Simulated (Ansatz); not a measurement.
# Relaxation of Sn₁₅Se₁₆

These are results of DFT PBE, scalar-relativistic, plane waves, PAW (Ansatz), not measurements. Settings: 420 eV cutoff, 2×2×2 k-mesh, Gaussian smearing of 0.01 eV, collinear spin.

What was changed: Sn vacancy (site c), charge -2, atoms relaxed at the host's cell.

The starting moments were lost, and the run ended without a moment.

In a supercell of 31 atoms the defect feels its periodic images.

Command:

```bash
ansatz run input.yaml --threads 4 --pin off --max-ram 10240MiB --backend cpu --events-out ev --progress --plain --runs-dir out
```

Input:

```yaml
crystal:
  lattice:
    - [0.0, 0.0, 9.1345599389]
    - [0.0, -8.4107882856, -4.5672799694]
    - [11.7847581039, 0.0, 0.0]
  atoms:
    - { symbol: Sn, position: [0.7772778208, 0.125, 0.631107982] }
    - { symbol: Sn, position: [0.0049862212, 0.6140927878, 0.6267525767] }
    - { symbol: Sn, position: [0.5158934334, 0.6359072122, 0.6267525767] }
    - { symbol: Sn, position: [0.618034129, 0.3648998884, 0.8756697931] }
    - { symbol: Sn, position: [0.1402224167, 0.3791337796, 0.8614225897] }
    - { symbol: Sn, position: [0.3781342406, 0.8851001116, 0.8756697931] }
    - { symbol: Sn, position: [0.8860886371, 0.8708662204, 0.8614225897] }
    - { symbol: Sn, position: [0.4904900419, 0.3747040719, 0.3839630961] }
    - { symbol: Sn, position: [0.9971898993, 0.3715633699, 0.3755404931] }
    - { symbol: Sn, position: [0.24078597, 0.8752959281, 0.3839630961] }
    - { symbol: Sn, position: [0.7506265294, 0.8784366301, 0.3755404931] }
    - { symbol: Sn, position: [0.1287265605, 0.125, 0.1129292727] }
    - { symbol: Sn, position: [0.6153156137, 0.125, 0.1252272283] }
    - { symbol: Sn, position: [0.8670870581, 0.6224990617, 0.1225934868] }
    - { symbol: Sn, position: [0.3695879964, 0.6275009383, 0.1225934868] }
    - { symbol: Se, position: [0.4514631948, 0.3780111942, 0.1490368776] }
    - { symbol: Se, position: [0.9469906248, 0.3733847017, 0.1434244118] }
    - { symbol: Se, position: [0.1984520006, 0.8719888058, 0.1490368776] }
    - { symbol: Se, position: [0.6986059231, 0.8766152983, 0.1434244118] }
    - { symbol: Se, position: [0.6798901986, 0.3647972463, 0.6448536961] }
    - { symbol: Se, position: [0.1628149265, 0.3918183052, 0.6362958509], spin: 0.667 }
    - { symbol: Se, position: [0.4400929523, 0.8852027537, 0.6448536961] }
    - { symbol: Se, position: [0.8959966214, 0.8581816948, 0.6362958509], spin: 0.667 }
    - { symbol: Se, position: [0.0786907472, 0.125, 0.3504533734] }
    - { symbol: Se, position: [0.5709778089, 0.125, 0.356651519] }
    - { symbol: Se, position: [0.8223323976, 0.624438923, 0.3552291304] }
    - { symbol: Se, position: [0.3228934747, 0.625561077, 0.3552291304] }
    - { symbol: Se, position: [0.2932193263, 0.125, 0.8643314886], spin: 0.667 }
    - { symbol: Se, position: [0.8068775209, 0.125, 0.8632439378] }
    - { symbol: Se, position: [0.0506864549, 0.630418668, 0.86265351] }
    - { symbol: Se, position: [0.5452677869, 0.619581332, 0.86265351] }
  host:
    lattice:
      - [11.7847581039, 0.0, 0.0]
      - [0.0, 4.2053941428, 0.0]
      - [0.0, 0.0, 4.5672799694]
    atoms:
      - { symbol: Sn, position: [0.6211841732, 0.75, 0.3836029445] }
      - { symbol: Sn, position: [0.8788158268, 0.25, 0.8836029445] }
      - { symbol: Sn, position: [0.3788158268, 0.25, 0.6163970555] }
      - { symbol: Sn, position: [0.1211841732, 0.75, 0.1163970555] }
      - { symbol: Se, position: [0.1451509857, 0.25, 0.5239132367] }
      - { symbol: Se, position: [0.6451509857, 0.25, 0.9760867633] }
      - { symbol: Se, position: [0.3548490143, 0.75, 0.0239132367] }
      - { symbol: Se, position: [0.8548490143, 0.75, 0.4760867633] }
total_charge: -2
basis:
  ecutwfc: 420
  xc_grid: 2
kpoints:
  mp_grid: { grid: [2, 2, 2], shift: [0.0, 0.0, 0.0] }
hamiltonian:
  xc: pbe
scf:
  occupations: { method: gaussian, width: 0.01 }
output:
  forces: true
  stress: false
  eigenvalues: true
  populations: true
  charged_corrections:
    defect_position: [0.25430147, 0.125, 0.62118417]
    epsilon: [[28.5818, 0.0, 0.0], [0.0, 47.4262, 0.0], [0.0, 0.0, 32.8783]]
magnetization:
  spin_polarized: true
relax:
  adjacent_minimum: "off"
  f_tol: 0.025
  max_steps: 45
```

F is the free energy.

Steps:

```tsv
step	F − F(1) (eV)	largest force component (eV/Å)
1	0.0000	0.175
2	-0.0162	0.132
3	-0.0422	0.026
4	-0.0424	0.041
5	-0.0471	0.023
```

Relaxed structure:

```
CELL_PARAMETERS angstrom
0.00000 0.00000 9.13456
0.00000 -8.41079 -4.56728
11.78476 0.00000 0.00000
ATOMIC_POSITIONS crystal
Sn 0.77369 0.12500 0.62752
Sn 0.00532 0.62056 0.62558
Sn 0.50976 0.62944 0.62558
Sn 0.61999 0.36436 0.87608
Sn 0.13725 0.37964 0.86438
Sn 0.38063 0.88564 0.87608
Sn 0.88261 0.87036 0.86438
Sn 0.49069 0.37547 0.38544
Sn 0.99909 0.36997 0.38154
Sn 0.24023 0.87453 0.38544
Sn 0.75412 0.88003 0.38154
Sn 0.13307 0.12500 0.10412
Sn 0.61718 0.12500 0.12408
Sn 0.86767 0.62208 0.12014
Sn 0.37059 0.62792 0.12014
Se 0.45175 0.37839 0.15010
Se 0.94593 0.37395 0.14791
Se 0.19836 0.87161 0.15010
Se 0.69697 0.87605 0.14791
Se 0.67962 0.36907 0.64574
Se 0.16445 0.38663 0.63962
Se 0.43555 0.88093 0.64574
Se 0.90282 0.86337 0.63962
Se 0.07902 0.12500 0.34801
Se 0.56894 0.12500 0.35642
Se 0.82145 0.62447 0.35426
Se 0.32198 0.62553 0.35426
Se 0.29666 0.12500 0.86039
Se 0.80343 0.12500 0.85900
Se 0.05221 0.63253 0.85885
Se 0.54468 0.61747 0.85885
```

The run converged. It took 3.7 min on 4 threads of Intel(R) Xeon(R) 6975P-C (Granite Rapids), with other jobs on the host, peak memory 5.8 GiB.